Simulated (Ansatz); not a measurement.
A geometry of HfSiO₄ away from equilibrium: step 3 of the relaxation of a randomly generated symmetric cell of HfSiO4 (space group No. 166). Method: r2SCAN (plane waves to 500 eV, PAW, scalar-relativistic; Ansatz, a quantum-chemistry and plane-wave program). Γ-centred k-mesh 8×8×8 on the run's cell (coarser than for final values), Fermi–Dirac smearing 0.05 eV.

```xyz
6
Lattice="1.6460 0.9503 6.6690 -1.6460 0.9503 6.6690 0.0000 -1.9007 6.6690" Properties=species:S:1:pos:R:3:forces:R:3 pbc="T T T" free_energy=-18645.800 pressure_GPa=1.0
Hf     0.0000     0.0000     0.0000    0.0000    0.0000    0.0000
O      0.0000     0.0000     5.5751    0.0000    0.0000    3.8386
O      0.0000     0.0000    14.4320    0.0000    0.0000   -3.8386
O      0.0000     0.0000     3.1869    0.0000    0.0000   -5.6394
O      0.0000     0.0000    16.8202    0.0000    0.0000    5.6394
Si     0.0000     0.0000    10.0036    0.0000    0.0000    0.0000
```

Positions in Å, forces in eV/Å, free energy of the cell in eV (comparable only within this code, potentials and settings). Largest force: 5.64 eV/Å, on O4, O5 (atoms numbered as listed); the geometry lies 1.14 eV/atom above the end of its relaxation.

No spin polarisation in the result. Without a van der Waals term the distances between weakly bound units are poorly fixed.

The run could not lose the symmetry of its start, so the end can be a saddle point.

The end of the path is a generated cell of HfSiO4: the first start was made by a random draw of sites in a space group, and the end was not matched to a known phase here, so it may be hypothetical.
